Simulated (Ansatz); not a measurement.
Cu:
Space group Fm-3m (No. 225); a = b = c = 3.5624 Å, α = β = γ = 90.00°

```tsv
atom	site	symmetry	x	y	z
Cu	4a	m-3m	0.0000	0.0000	0.0000
```
(The calculation used a cell of 1 atom; values per cell refer to that cell.)

Relaxed with the program Ansatz at the r²SCAN+D4 level (PAW). Indices refer to the conventional cell of Fm-3m, a = 3.5624 Å, b = 3.5624 Å, c = 3.5624 Å, α = 90.00°, β = 90.00°, γ = 90.00°.

### Question
Simulate the powder diffraction pattern (Cu Kα, λ = 1.54184 Å; lines above 1 %) up to 2θ = 90°.

### Answer
Simulated powder pattern, Cu Kα, λ = 1.54184 Å (kinematic, ideal powder, no thermal factors, no anomalous dispersion; the 30 strongest lines at most, above 1 %, up to 2θ = 90°):

| 2θ (°) | d (Å) | I/Imax (%) | hkl |
|---|---|---|---|
| 44.03 | 2.057 | 100 | (111) |
| 51.29 | 1.781 | 47 | (200) |
| 75.48 | 1.260 | 26 | (220) |

Symmetry was held in the r²SCAN+D4 relaxation. The run is not spin-polarised. The pairwise dispersion correction was not fitted to metals.

Potentials: the earlier of the program's two PAW sets.
